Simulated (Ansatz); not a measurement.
ZnS (zinc blende)

```yaml
crystal:
  lattice:
    - [0.00000, 2.69456, 2.69456]
    - [2.69456, 0.00000, 2.69456]
    - [2.69456, 2.69456, 0.00000]
  atoms:
    - { symbol: S, position: [0.75000, 0.75000, 0.75000] }
    - { symbol: Zn, position: [0.00000, 0.00000, 0.00000] }
```

Scan: atom 2 (Zn, nearest neighbour S at 2.334 Å; its periodic images, 3.8 Å or more away, move with it) is displaced along Cartesian [111], direction (0.577, 0.577, 0.577) in Cartesian axes, by s. The other atoms stay.

All values below come from r2SCAN (plane waves to 500 eV, PAW, scalar-relativistic; Ansatz, a program for electronic structure). k mesh 9×9×9 (Γ-centred), Fermi-Dirac smearing 0.05 eV. The energy includes the smearing's −TS. ZnS was relaxed with its symmetry unable to fall. The zero of ΔE is the undisplaced structure.

```csv
s (Å),ΔE (meV/cell)
-0.470,1406
-0.376,765
-0.282,368
-0.188,140
-0.094,30
0.000,0
0.094,23
0.188,78
0.282,151
0.376,231
0.470,309
```

What force constant k = d²E/ds² at s = 0 does the table give?

5.9 eV/Å². It is the second difference of the nearest points, corrected with the next pair.

With k = 5.90 eV/Å² from the forces, is the well harmonic out to s = 0.470 Å?

½ks² = 652 meV/cell against the computed 309 meV/cell, so the well is softer than harmonic there.

(For displaced atoms, the force is minus the slope of the energy, and its curvature is a force constant, which sets phonon frequencies.)
